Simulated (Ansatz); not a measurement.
## Sn: computed property card

Sn:
```cif
data_Sn8
_chemical_formula_sum 'Sn8'
_space_group_name_H-M_alt 'P 1'
_space_group_IT_number 1
_cell_length_a 6.88619
_cell_length_b 6.88619
_cell_length_c 6.88619
_cell_angle_alpha 109.471
_cell_angle_beta 109.471
_cell_angle_gamma 109.471
loop_
_space_group_symop_operation_xyz
  'x, y, z'
loop_
_atom_site_label
_atom_site_type_symbol
_atom_site_fract_x
_atom_site_fract_y
_atom_site_fract_z
_atom_site_occupancy
Sn1 Sn 0.20691 0.20691 0.20691 1
Sn2 Sn 0.50000 0.00000 0.29309 1
Sn3 Sn 0.29309 0.50000 0.00000 1
Sn4 Sn 0.00000 0.29309 0.50000 1
Sn5 Sn 0.79309 0.79309 0.79309 1
Sn6 Sn 0.50000 0.00000 0.70691 1
Sn7 Sn 0.70691 0.50000 0.00000 1
Sn8 Sn 0.00000 0.70691 0.50000 1
```

Space group Ia-3 (No. 206); conventional cell a = 7.951 Å, b = 7.951 Å, c = 7.951 Å, α = 90.00°, β = 90.00°, γ = 90.00°.

Method: the program Ansatz at the PBEsol level (PAW). Structure relaxed to zero pressure with the same functional. Other levels are named where they apply.

Cell and energy:

```json
{
 "volume_per_atom": "31.42 Å³",
 "density": "6.27 g/cm³"
}
```

Electronic structure:

```json
{
 "electronic_character": "metallic (no gap)",
 "Density of states at the Fermi level": "0.21 states/eV per atom (mean over ±0.08 eV)"
}
```

Mechanics:

```json
{
  "Elastic constants (relaxed ions, GPa)": "C11 = 65.4, C12 = 29.8, C44 = 12.9",
  "mechanical_stability": "stable (all eigenvalues of C positive)",
  "hill_bulk_and_shear_moduli": "41.7 and 14.7 GPa",
  "Young's modulus": "39.4 GPa",
  "Poisson's ratio": "0.34",
  "debye_temperature_from_the_elastic_constants": "162 K"
}
```

The start of the workflow was typed in or built on a structure type; neither database checked (COD, Materials Project) lists it. It is not the phase usual at ambient conditions (space group No. 141). Symmetry was held in the PBEsol relaxation; whether a distortion lowers the energy is not shown. The volume moved by -15 % from the start of the relaxation. As this level gives no gap, shear constants depend on the k-mesh and smearing (Fermi–Dirac, 0.1 eV here). Scalar-relativistic: spin–orbit coupling is off unless named, which matters more the heavier the elements.

Potentials: the earlier of the program's two PAW sets. The files were generated under PBE; for other functionals the program regenerates the frozen cores, and for LDA and PBEsol the local potential too.
